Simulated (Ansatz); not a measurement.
TiAl: computed property card

TiAl:
```
TiAl
1.0
    1.43576     0.82894     4.65269
   -1.43576     0.82894     4.65269
    0.00000    -1.65787     4.65269
Al Ti
1 1
Direct
  0.00000   0.00000   0.00000
  0.50000   0.50000   0.50000
```

Space group R-3m (No. 166); conventional cell a = b = 2.8715 Å, c = 13.9581 Å, α = β = 90.00°, γ = 120.00°.

Method: r²SCAN in the plane-wave PAW code Ansatz. Structure relaxed to zero pressure with the same functional. Other levels are named where they apply.

**Cell and energy**

- Volume per atom: 16.61 Å³
- Density: 3.74 g/cm³
- Formation energy from the elements (no fitted shifts): -0.19 eV/atom

**Electronic structure**

* **Electronic character**: metallic (no gap)
* **Density of states at the Fermi level**: 0.96 states/eV per atom (mean over ±0.08 eV)

**Mechanics**

- Bulk modulus (Birch–Murnaghan fit) = 109 GPa
- Pressure derivative B′ = 3.7
- Elastic constants (relaxed ions, GPa) = C11 = 166, C12 = 81.0, C13 = 66.8, C14 = -74.0, C33 = 237, C44 = 24.2
- Mechanical stability = unstable (C has a negative eigenvalue)

**Phonons**

- Highest zone-centre frequency = 331 cm⁻¹
- Zone-centre stability = no imaginary mode at Γ

**Charges**

* **Bader charges**: Al -0.67, Ti +0.67 e

The cell is a constructed one: a structure type filled with these elements; neither database checked (COD, Materials Project) lists it. It is not the phase usual at ambient conditions (space group No. 123). The cell was relaxed with r²SCAN under the symmetry of its start. No spin polarisation was allowed. As this level gives no gap, shear constants depend on the k-mesh and smearing (Fermi–Dirac, 0.1 eV here). As this level gives no gap, phonon frequencies hold no LO–TO term and depend on the k-mesh and smearing (Fermi–Dirac, 0.1 eV here). Axis ratios of metals converge slowly with the k-mesh, so a and c are less sure than the volume. The references are the lowest solids computed at this level, not always the standard phases.

Potentials: the later of the program's two PAW sets.
